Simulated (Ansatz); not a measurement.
**V (bcc)**

Computed with Ansatz (plane waves, PAW, 420 eV cutoff): PBE with spin–orbit coupling, two-component spinors, 20×20×20 k-mesh, Gaussian smearing of 0.05 eV. The datasets are Ansatz's generated set soft_2.

```
V
1.0
    -1.49843    1.49843    1.49843
     1.49843   -1.49843    1.49843
     1.49843    1.49843   -1.49843
V
1
Direct
  0.00000 0.00000 0.00000
```

Magnetic state: non-magnetic, site spin moments none.

**Question.** Which orbitals carry the states at the Fermi level, and how many states are there?

**Answer.** Within 0.1 eV of it: V 3d 92 % (shares among the projected shells). The density of states at the Fermi level is about 1.9 states/eV per cell, averaged over 0.3 eV.

Density of states (tetrahedra, averaged over 0.3 eV; states/eV per cell of 1 atom; energy in eV from the Fermi level; projections on Löwdin-orthogonalised atomic orbitals, summed over sites):

| E | total | V 3d | V 4s |
| --- | --- | --- | --- |
| -6.70 | 0.00 | 0.00 | 0.00 |
| -6.40 | 0.03 | 0.00 | 0.03 |
| -6.10 | 0.05 | 0.00 | 0.05 |
| -5.80 | 0.07 | 0.00 | 0.06 |
| -5.50 | 0.08 | 0.00 | 0.08 |
| -5.20 | 0.10 | 0.00 | 0.09 |
| -4.90 | 0.12 | 0.01 | 0.10 |
| -4.60 | 0.14 | 0.01 | 0.12 |
| -4.30 | 0.16 | 0.02 | 0.14 |
| -4.00 | 0.20 | 0.03 | 0.15 |
| -3.70 | 0.24 | 0.05 | 0.18 |
| -3.40 | 0.33 | 0.11 | 0.21 |
| -3.10 | 0.71 | 0.42 | 0.27 |
| -2.80 | 0.96 | 0.69 | 0.25 |
| -2.50 | 1.18 | 0.93 | 0.23 |
| -2.20 | 1.52 | 1.29 | 0.20 |
| -1.90 | 0.93 | 0.83 | 0.08 |
| -1.60 | 0.65 | 0.60 | 0.03 |
| -1.30 | 1.22 | 1.17 | 0.01 |
| -1.00 | 2.28 | 2.18 | 0.02 |
| -0.70 | 1.89 | 1.75 | 0.06 |
| -0.40 | 1.85 | 1.64 | 0.10 |
| -0.10 | 2.19 | 1.89 | 0.17 |
| 0.20 | 1.43 | 1.26 | 0.09 |
| 0.50 | 0.68 | 0.56 | 0.05 |
| 0.80 | 0.48 | 0.40 | 0.03 |
| 1.10 | 0.54 | 0.47 | 0.02 |
| 1.40 | 0.76 | 0.72 | 0.01 |
| 1.70 | 1.33 | 1.30 | 0.01 |
| 2.00 | 1.84 | 1.81 | 0.01 |
| 2.30 | 2.29 | 2.27 | 0.01 |
| 2.60 | 2.51 | 2.49 | 0.01 |
| 2.90 | 3.24 | 3.16 | 0.06 |
| 3.20 | 1.46 | 1.35 | 0.08 |
| 3.50 | 1.17 | 1.06 | 0.08 |
| 3.80 | 0.87 | 0.77 | 0.09 |
| 4.10 | 0.46 | 0.34 | 0.10 |

The calculation's cell holds 13 valence electrons, an odd number. Without magnetic order each Kramers pair of bands takes two, so one stays part-filled and the crystal must be a metal. (Only strong correlation, outside this picture, could make a Mott insulator of it.)

The starting moments died out; a magnetic state reached from other starts isn't excluded.
